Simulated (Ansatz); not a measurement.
# Al2GaP3 (I-4m2) at 2 levels of theory

One geometry, relaxed with PBE; plane waves with PAW potentials in Ansatz, scalar-relativistic. No spin polarisation. Gaps are the least over mesh and band path; pressure is positive in compression.

Space group I-4m2 (No. 119). a = 3.895 Å, b = 3.895 Å, c = 16.514 Å, α = 90.00°, β = 90.00°, γ = 90.00°
```
atom  site  symmetry       x       y       z
  Al    4e      2mm.  0.5000  0.5000  0.3333
  Ga    2b      -4m2  0.5000  0.5000  0.0000
   P    4f      2mm.  0.0000  0.5000  0.0837
   P    2d      -4m2  0.5000  0.0000  0.2500
```

```json
{"level": "PBE", "cutoff (eV)": "420", "k mesh": "10×10×10", "gap (eV)": "1.64", "pressure (GPa)": "0.0"}
```

Q: What comes out on the same cell with r2SCAN?

A:
| level | cutoff (eV) | k mesh | gap (eV) | pressure (GPa) |
| --- | --- | --- | --- | --- |
| r2SCAN | 500 | 10×10×10 | 1.94 | -1.7 |

The structure comes from a generated guess; another structure or a mixture of phases may lie lower.
